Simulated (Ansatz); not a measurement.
Input and command of a plane-wave DFT calculation in Ansatz:

```yaml
crystal:
  lattice:
    - [3.50568548, 0.0, 0.0]
    - [0.0, 3.50568548, 0.0]
    - [0.0, 0.0, 3.50568548]
  atoms:
    - { symbol: Ca, position: [0.0, 0.0, 0.0] }
    - { symbol: Pd, position: [0.5, 0.5, 0.5] }
basis:
  ecutwfc: 500
kpoints:
  mp_grid: { grid: [10, 10, 10] }
hamiltonian:
  xc: r2scan
scf:
  occupations: { method: gaussian, width: 0.1 }
output:
  forces: true
  stress: true
  eigenvalues: true
  write_density: true
  write_potential: true
  elf: true
  volumetric_format: npy
relax:
  adjacent_minimum: "off"
  f_tol: 0.02
  max_steps: 70
  cell: { stress_tol: 0.1 }
```

```bash
ansatz run input.yaml --threads 2 --pin off --max-ram 5120MiB --backend cpu --events-out ev --progress --plain --runs-dir out
```

Processor: Intel(R) Xeon(R) Platinum 8488C (Sapphire Rapids), 2 threads, on a host shared with other jobs.

Estimate time, memory and problem size.

About 5.6 s on 2 threads of Intel(R) Xeon(R) Platinum 8488C (Sapphire Rapids), with other jobs on the host, peak memory 0.47 GiB. It solves 18 bands at 56 k points (the mesh reduced by the symmetry that the task leaves, which can be less than the crystal's) with about 1045 plane waves (on the last cell), in 14 SCF iterations over 2 ionic steps.